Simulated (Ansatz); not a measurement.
Input, command and steps of an Ansatz relaxation.

```yaml
crystal:
  lattice:
    - [-2.8227390844, 2.8227390844, 6.048085095]
    - [2.8227390844, -2.8227390844, 6.048085095]
    - [2.8227390844, 2.8227390844, -6.048085095]
  atoms:
    - { symbol: Zn, position: [0.0, 0.0, 0.0] }
    - { symbol: Ag, position: [0.75, 0.25, 0.5] }
    - { symbol: Ag, position: [0.25, 0.75, 0.5] }
    - { symbol: Sn, position: [0.5, 0.5, 0.0] }
    - { symbol: Se, position: [0.6385495192, 0.1198622609, 0.0] }
    - { symbol: Se, position: [0.1198622609, 0.6385495192, 0.0] }
    - { symbol: Se, position: [0.3614504808, 0.3614504808, 0.4813127417] }
    - { symbol: Se, position: [0.8801377391, 0.8801377391, 0.5186872583] }
basis:
  ecutwfc: 420
kpoints:
  mp_grid: { grid: [8, 8, 8] }
hamiltonian:
  xc: pbesol
scf:
  occupations: { method: gaussian, width: 0.1 }
output:
  forces: true
  stress: true
  eigenvalues: true
relax:
  adjacent_minimum: "off"
  f_tol: 0.01
  max_steps: 30
  cell: { stress_tol: 0.1, fix: [volume] }
```

```bash
ansatz run input.yaml --threads 2 --pin off --max-ram 5120MiB --backend cpu --events-out ev --progress --plain --runs-dir out
```

The calculation used DFT PBEsol, scalar-relativistic, plane waves, PAW (Ansatz).

The volume is held at 0.94 times that of the relaxed cell.

Of 4 frames 3 are shown, positions in Å and forces in eV/Å; the SCF threshold varies from step to step. Steps run on the plane waves of an earlier cell, with a Pulay correction in the pressure. The basis is chosen afresh for the last frame, the zero of the energies, and at times for earlier ones too; energy and pressure can step there, also at an unchanged geometry. Where two frames share a geometry here, they differ by under 2 meV/atom and 0.3 GPa.

```xyz
8
Lattice="-2.8227 2.8227 6.0481 2.8227 -2.8227 6.0481 2.8227 2.8227 -6.0481" Properties=species:S:1:pos:R:3:forces:R:3 pbc="T T T" step=1 free_energy_over_end_meV_per_atom=0.22 pressure_GPa=4.10
Zn    0.0000    0.0000    0.0000    0.0000    0.0000    0.0000
Ag    0.0000    2.8227    3.0240    0.0000    0.0000    0.0000
Ag    2.8227    0.0000    3.0240    0.0000    0.0000    0.0000
Sn    0.0000    0.0000    6.0481    0.0000    0.0000    0.0000
Se   -1.4641    1.4641    4.5869   -0.0441    0.0441   -0.0300
Se    1.4641   -1.4641    4.5869    0.0441   -0.0441   -0.0300
Se    1.3586    1.3586    1.4611   -0.0441   -0.0441    0.0300
Se    1.4641    1.4641    7.5092    0.0441    0.0441    0.0300
8
Lattice="-2.8179 2.8179 6.0688 2.8179 -2.8179 6.0688 2.8179 2.8179 -6.0688" Properties=species:S:1:pos:R:3:forces:R:3 pbc="T T T" step=2 free_energy_over_end_meV_per_atom=0.04 pressure_GPa=4.02
Zn    0.0000    0.0000    0.0000    0.0000    0.0000    0.0000
Ag    0.0000    2.8179    3.0344    0.0000    0.0000    0.0000
Ag    2.8179    0.0000    3.0344    0.0000    0.0000    0.0000
Sn    0.0000    0.0000    6.0688    0.0000    0.0000    0.0000
Se   -1.4665    1.4665    4.5984    0.0046   -0.0046    0.0280
Se    1.4665   -1.4665    4.5984   -0.0046    0.0046    0.0280
Se    1.3514    1.3514    1.4703    0.0046    0.0046   -0.0280
Se    1.4665    1.4665    7.5391   -0.0046   -0.0046   -0.0280
8
Lattice="-2.8156 2.8156 6.0787 2.8156 -2.8156 6.0787 2.8156 2.8156 -6.0787" Properties=species:S:1:pos:R:3:forces:R:3 pbc="T T T" step=4 free_energy_over_end_meV_per_atom=0.00 pressure_GPa=4.02
Zn    0.0000    0.0000    0.0000    0.0000    0.0000    0.0000
Ag    0.0000    2.8156    3.0394    0.0000    0.0000    0.0000
Ag    2.8156    0.0000    3.0394    0.0000    0.0000    0.0000
Sn    0.0000    0.0000    6.0787    0.0000    0.0000    0.0000
Se   -1.4653    1.4653    4.6080    0.0030   -0.0030    0.0098
Se    1.4653   -1.4653    4.6080   -0.0030    0.0030    0.0098
Se    1.3503    1.3503    1.4707    0.0030    0.0030   -0.0098
Se    1.4653    1.4653    7.5494   -0.0030   -0.0030   -0.0098
```

The run took 4.4 min on 2 threads of Arm Neoverse V1 (shared host), peak memory 0.96 GiB.